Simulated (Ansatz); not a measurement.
GeMo$_{3}$ in space group Fm-3m (No. 225; Ge on 4a, Mo on 4b, Mo on 8c), PBE (plane waves, PAW; program Ansatz), all energies at zero smearing, with the estimated change up to a 700 eV cutoff added, with one set of potentials and settings (totals compare only within such a set). Cell of 4 atoms (1 Ge, 3 Mo): -19162.609 eV.

| element | reference phase | E (eV/atom) |
|---|---|---|
| Ge | Fd-3m, 2 atoms in the cell | -4294.9847 |
| Mo | Im-3m, 1 atoms in the cell | -4956.0212 |

Formation energy per atom, worked out: (-19162.609 − 1×(-4294.9847) − 3×(-4956.0212))/4 = 0.110 eV/atom (11 kJ per mol of atoms), at 0 K, without zero-point energy or fitted corrections.

The cell is a constructed one: a structure type filled with these elements; neither database checked (COD, Materials Project) lists it. Its standing as an ambient phase is unchecked. The PBE relaxation kept the symmetry of its start; whether a distortion lowers the energy is not shown. No spin polarisation was allowed. The references are the lowest solids computed at this level, not always the standard phases.

Potentials: the later of the program's two PAW sets.
